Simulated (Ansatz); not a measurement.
Sc₃InB (anti-perovskite, space group No. 221) at seven volumes, plane-wave PAW r²SCAN (Ansatz code), scaled uniformly. One row is withheld.

```csv
V (Å³/atom),P (GPa)
18.671,9.34
19.286,5.76
19.902,2.67
20.517,0.00
21.133,-2.31
21.749,-4.31
22.364,?
```

**Question.** Fit the shown pressures and predict the withheld one.

**Answer.** P = (3/2)B₀(x^(7/2) − x^(5/2))[1 + (3/4)(B′ − 4)(x − 1)] with x = (V₀/V)^(2/3). Least squares on the six rows gives V₀ = 20.517 Å³/atom, B₀ = 82.7 GPa, B′ = 3.83. At V = 22.364, x = 0.9442 and P = -6.04 GPa. The run itself gave -6.03 GPa.

Space group Pm-3m (anti-perovskite). The workflow started from an entry of the Crystallography Open Database (COD). Whether it is the stable phase at ambient conditions was not checked. The cell was relaxed with r²SCAN under the symmetry of its start; of distortions, only those at the zone centre were tested. The run is not spin-polarised.

Potentials: the later of the program's two PAW sets.
